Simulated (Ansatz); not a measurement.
AlCr₃B₄:
```yaml
crystal:
  lattice:
    - [2.90295, 0.00000, 0.00000]
    - [0.00000, 2.91791, 0.00000]
    - [0.00000, 0.00000, 8.03629]
  atoms:
    - { symbol: Al, position: [0.50000, 0.50000, 0.50000] }
    - { symbol: Cr, position: [0.00000, 0.00000, 0.70290] }
    - { symbol: Cr, position: [0.00000, 0.00000, 0.29710] }
    - { symbol: Cr, position: [0.00000, 0.50000, 0.00000] }
    - { symbol: B, position: [0.50000, 0.00000, 0.10774] }
    - { symbol: B, position: [0.50000, 0.00000, 0.89226] }
    - { symbol: B, position: [0.50000, 0.50000, 0.22324] }
    - { symbol: B, position: [0.50000, 0.50000, 0.77676] }
```

This is the PBEsol-relaxed structure. Cartesian axes are those of the cell as given.

Q: All from the program Ansatz at the PBEsol level (PAW), unless another level is named. Estimate the highest zone-centre frequency.

A: 28.07 THz.

Q: What about the Hill bulk and shear moduli?

A: 261 and 194 GPa.

Q: Next, the elastic constants (relaxed ions, GPa)?

A: C11 = 494, C22 = 572, C33 = 486, C12 = 138, C13 = 126, C23 = 138, C44 = 196, C55 = 177, C66 = 217.

Space group Pmmm. The first step of the workflow began from a Materials Project structure, measured or hypothetical; the Crystallography Open Database files this formula in space group No. 47, but the cells were not matched. Its standing as an ambient phase is unchecked. Symmetry was held in the PBEsol relaxation; its stability against distortions is not shown here. The workflow began spin-polarised and lost its moments. As this level gives no gap, shear constants depend on the k-mesh and smearing (Fermi–Dirac, 0.1 eV here). As this level gives no gap, phonon frequencies hold no LO–TO term and depend on the k-mesh and smearing (Fermi–Dirac, 0.1 eV here). On the denser mesh and wider smearing of the elastic run this cell carries a stress of 0.4 GPa.

Potentials: the later of the program's two PAW sets.
